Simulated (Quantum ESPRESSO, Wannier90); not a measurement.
Tight-binding from DFT: GaP (wurtzite)

```xyz
4
Lattice="3.8417 0.0000 0.0000 -1.9209 3.3270 0.0000 0.0000 0.0000 6.3329" Properties=species:S:1:pos:R:3 pbc="T T T"
Ga    -1.9209     1.1090    -3.1661
Ga     1.9209    -1.1090     0.0003
P     -1.9209     1.1090    -0.7983
P      1.9209    -1.1090     2.3682
```

Structure: Materials Project mp-8882, symmetrised, not relaxed again. Not found in the COD (Crystallography Open Database) copy used, which has the formula in other groups; not checked further. Level: LDA, no spin polarisation, no spin-orbit coupling; pw.x of Quantum ESPRESSO at 64 Ry with PseudoDojo potentials, 12×12×6 k-points, Wannier90. Density: 12×12×6 mesh, cold smearing 0.01 Ry.

A tight-binding model is made by disentanglement and projection with no localisation steps (num_iter = 0), so the 16 orbitals stay atom-like: hydrogen-like Ga: s;p; P: s;p, axes along x, y, z; frozen window up to 2.70 eV relative to the valence-band maximum. It follows pw.x to 1.5 meV rms for states up to 2.2 eV relative to the valence-band maximum. Matrix elements depend on this choice of orbitals and windows.

The 45 largest hoppings ⟨m,0|H|n,R⟩ between different sites (one of each Hermitian pair; signs follow the real orbitals' lobes; the list may end inside a set of equal values):

| m | n | R | distance of the centres (Å) | t (eV) |
|---|---|---|---|---|
| P3 pz | Ga1 pz | 0 0 0 | 2.82 | 2.714 |
| P4 pz | Ga2 pz | 0 0 0 | 2.82 | 2.714 |
| P3 pz | Ga1 s | 0 0 0 | 2.51 | 2.449 |
| P4 pz | Ga2 s | 0 0 0 | 2.51 | 2.449 |
| P4 s | Ga2 pz | 0 0 0 | 2.68 | -2.411 |
| P3 s | Ga1 pz | 0 0 0 | 2.68 | -2.411 |
| Ga2 py | P3 s | 1 0 0 | 2.54 | -2.307 |
| P4 s | Ga1 py | 1 0 1 | 2.54 | 2.307 |
| Ga2 s | P3 py | 1 0 0 | 2.51 | 2.305 |
| P4 py | Ga1 s | 1 0 1 | 2.51 | -2.305 |
| Ga2 py | P3 py | 1 0 0 | 2.70 | 2.285 |
| P4 py | Ga1 py | 1 0 1 | 2.70 | 2.285 |
| Ga1 px | P4 s | 0 1 -1 | 2.48 | -1.998 |
| P3 s | Ga2 px | 0 1 0 | 2.48 | 1.998 |
| P4 s | Ga1 px | 1 -1 1 | 2.48 | 1.998 |
| Ga2 px | P3 s | 1 -1 0 | 2.48 | -1.998 |
| Ga2 s | P3 px | 1 -1 0 | 2.45 | 1.996 |
| P3 px | Ga2 s | 0 1 0 | 2.45 | -1.996 |
| P4 px | Ga1 s | 1 -1 1 | 2.45 | -1.996 |
| Ga1 s | P4 px | 0 1 -1 | 2.45 | 1.996 |
| Ga1 s | P4 s | 0 1 -1 | 2.35 | -1.635 |
| P3 s | Ga2 s | 0 1 0 | 2.35 | -1.635 |
| Ga2 s | P3 s | 1 0 0 | 2.35 | -1.635 |
| P4 s | Ga1 s | 1 0 1 | 2.35 | -1.635 |
| Ga2 s | P3 s | 1 -1 0 | 2.35 | -1.635 |
| P4 s | Ga1 s | 1 -1 1 | 2.35 | -1.635 |
| P3 s | Ga1 s | 0 0 0 | 2.38 | -1.626 |
| P4 s | Ga2 s | 0 0 0 | 2.38 | -1.626 |
| P4 px | Ga1 py | 1 -1 1 | 2.42 | -1.513 |
| P4 py | Ga1 px | 1 -1 1 | 2.44 | -1.513 |
| Ga2 px | P3 py | 1 -1 0 | 2.44 | -1.513 |
| Ga2 py | P3 px | 1 -1 0 | 2.42 | -1.513 |
| Ga1 py | P4 px | 0 1 -1 | 2.42 | 1.513 |
| P3 px | Ga2 py | 0 1 0 | 2.42 | 1.513 |
| Ga1 px | P4 py | 0 1 -1 | 2.44 | 1.513 |
| P3 py | Ga2 px | 0 1 0 | 2.44 | 1.512 |
| P4 px | Ga1 px | 1 -1 1 | 2.58 | 1.412 |
| Ga2 px | P3 px | 1 -1 0 | 2.58 | 1.412 |
| P3 px | Ga2 px | 0 1 0 | 2.58 | 1.412 |
| Ga1 px | P4 px | 0 1 -1 | 2.58 | 1.412 |
| P3 py | Ga1 py | 0 0 0 | 2.17 | -1.402 |
| P4 py | Ga2 py | 0 0 0 | 2.17 | -1.402 |
| P3 px | Ga1 px | 0 0 0 | 2.17 | -1.402 |
| P4 px | Ga2 px | 0 0 0 | 2.17 | -1.402 |
| P4 py | Ga1 pz | 1 0 1 | 2.43 | 1.291 |
